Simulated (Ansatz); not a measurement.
TlCl:
```yaml
crystal:
  lattice:
    - [0.00000, 3.09822, 3.09822]
    - [3.09822, 0.00000, 3.09822]
    - [3.09822, 3.09822, 0.00000]
  atoms:
    - { symbol: Tl, position: [0.00000, 0.00000, 0.00000] }
    - { symbol: Cl, position: [0.50000, 0.50000, 0.50000] }
```

The program Ansatz at the LDA level (PAW) gives a gap of 1.72 eV without spin–orbit coupling, maximum at L, minimum at L.

**Question.** What happens when spin–orbit coupling is switched on?

**Answer.** The gap drops by 0.20 eV, to 1.52 eV; maximum at L, minimum at L.

**Question.** Give the electron effective mass with spin–orbit coupling.

**Answer.** 0.23, 0.32, 0.32 mₑ (principal values).

**Question.** Give the hole effective mass with spin–orbit coupling.

**Answer.** 0.29, 0.36, 0.36 mₑ (principal values).

Space group Fm-3m (rock salt). The workflow started from a Materials Project entry (that database holds measured and hypothetical structures alike); the Crystallography Open Database copy checked does not list it. COD files the formula under space group No. 221. Its standing as an ambient phase is unchecked. The cell was relaxed with LDA under the symmetry of its start; its stability against distortions is not shown here.

Potentials: the later of the program's two PAW sets.
